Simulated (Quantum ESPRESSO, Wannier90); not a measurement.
**Tight-binding from DFT: Sn (diamond)**

```yaml
crystal:
  lattice:
    - [0.00000, 3.28498, 3.28498]
    - [3.28498, 0.00000, 3.28498]
    - [3.28498, 3.28498, 0.00000]
  atoms:
    - { symbol: Sn, position: [0.50000, 0.50000, 0.50000] }
    - { symbol: Sn, position: [0.75000, 0.75000, 0.75000] }
```

Structure: Materials Project mp-117, symmetrised, not relaxed again. COD (Crystallography Open Database) has the formula in 5 space groups, this one among them (matched by group alone). Method: PBEsol plane waves in Quantum ESPRESSO 7.5 (PseudoDojo norm-conserving files, 58 Ry, no spin polarisation, no spin-orbit coupling), Bloch states on a 8×8×8 mesh through Γ, Wannier90 4.0.1. Density: 12×12×12 mesh, cold smearing 0.01 Ry. Spin-orbit coupling is left out although heavy elements are present.

Base run: 8 functions from bands 11-25 of the 25 computed, start hydrogen-like Sn: s;p, frozen window up to 1.50 eV relative to the Fermi level, outer window open. One setting was then changed (edges relative to the Fermi level; misfit to pw.x on a path, for states up to 1.0 eV relative to the Fermi level).

```
run      Ω_I (Å²)  rms misfit (meV)  worst (meV)
-------  --------  ----------------  -----------
base        15.51               5.5           39
changed     13.61               240         1054
```

Question: Which change was made?
(A) frozen window to 1.00 eV
(B) frozen window to 3.50 eV
(C) frozen window to -0.50 eV
(D) outer window to 9.48 eV
(E) no frozen window

Answer: C, frozen window to -0.50 eV. The others give:

```tsv
run	Ω_I (Å²)	rms misfit (meV)	worst (meV)
frozen window to 1.00 eV	14.60	12	82
frozen window to 3.50 eV	19.25	5.0	27
no frozen window	12.96	396	1524
outer window to 9.48 eV	19.93	2.7	22
```
